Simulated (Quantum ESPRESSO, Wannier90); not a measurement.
## Tight-binding from DFT: ZrO2 (Pca2₁)

```
begin unit_cell_cart
ang
    5.2834000000    0.0000000000    0.0000000000
    0.0000000000    5.0746700000    0.0000000000
    0.0000000000    0.0000000000    5.1011100000
end unit_cell_cart
begin atoms_frac
Zr   0.0302700000 -0.2664600000 -0.2509400000
Zr  -0.0302700000  0.2664600000  0.2490600000
Zr   0.4697300000 -0.2664600000  0.2490600000
Zr  -0.4697300000  0.2664600000 -0.2509400000
O    0.2298800000  0.4633000000 -0.4991600000
O   -0.2298800000 -0.4633000000  0.0008400000
O    0.2701200000  0.4633000000  0.0008400000
O   -0.2701200000 -0.4633000000 -0.4991600000
O    0.3650300000 -0.0673600000 -0.3938900000
O   -0.3650300000  0.0673600000  0.1061100000
O    0.1349700000 -0.0673600000  0.1061100000
O   -0.1349700000  0.0673600000 -0.3938900000
end atoms_frac
```

Cell from Materials Project (mp-556605), symmetrised, no further relaxation. COD (Crystallography Open Database) has the formula in 4 space groups, this one among them (matched by group alone). Method: LDA plane waves in Quantum ESPRESSO 7.5 (PseudoDojo norm-conserving files, 68 Ry, no spin polarisation, no spin-orbit coupling), Bloch states on a 4×4×4 mesh through Γ, Wannier90 4.0.1. Density: 6×6×6 mesh, cold smearing 0.01 Ry.

A tight-binding model is made by disentanglement and projection with no localisation steps (num_iter = 0), so the 44 orbitals stay atom-like: hydrogen-like Zr: d; O: p, axes along x, y, z; frozen window up to 5.29 eV relative to the valence-band maximum. It follows pw.x to 0.5 meV rms for states up to 4.8 eV relative to the valence-band maximum. Matrix elements depend on this choice of orbitals and windows.

Question: Which pairs of orbitals on different sites are coupled most strongly? Give distance, modulus and how many such pairs a cell has.

Answer: 
```
orbital    orbital  distance of the centres (Å)  modulus (eV)  pairs
-------  ---------  ---------------------------  ------------  -----
O py        Zr dxy                         2.04          1.72      4
O pz        Zr dyz                         2.16          1.70      4
O px        Zr dxy                         2.19          1.53      4
O px     Zr dx2-y2                         2.10          1.44      4
O py        Zr dyz                         2.02          1.40      4
O py        Zr dxz                         2.13          1.29      4
O py        Zr dz2                         2.29          1.25      4
O pz        Zr dxy                         2.11          1.20      4
O py     Zr dx2-y2                         2.22          1.19      4
O px        Zr dyz                         2.16          1.19      8
O pz        Zr dxy                         2.16          1.18      4
O px        Zr dxz                         2.15          1.12      4
O py        Zr dxz                         2.17          1.11      4
O pz        Zr dz2                         2.01          1.11      4
O px        Zr dyz                         2.28          1.04      4
O pz        Zr dxy                         2.04          1.03      4
O px        Zr dxz                         2.28          1.02      4
O py        Zr dxz                         2.28          0.99      4
O py        Zr dxz                         2.03          0.98      4
O pz        Zr dxy                         2.27          0.98      4
O px        Zr dyz                         2.02          0.96      4
O px        Zr dxz                         2.14          0.96      4
O px        Zr dyz                         2.26          0.94      4
O py     Zr dx2-y2                         2.07          0.94      4
O py        Zr dxz                         2.28          0.93      4
O pz        Zr dxz                         2.13          0.90      4
O py        Zr dyz                         2.16          0.89      4
O pz        Zr dxy                         2.26          0.88      4
O pz        Zr dz2                         2.13          0.88      4
O pz        Zr dxz                         2.14          0.85      4
```
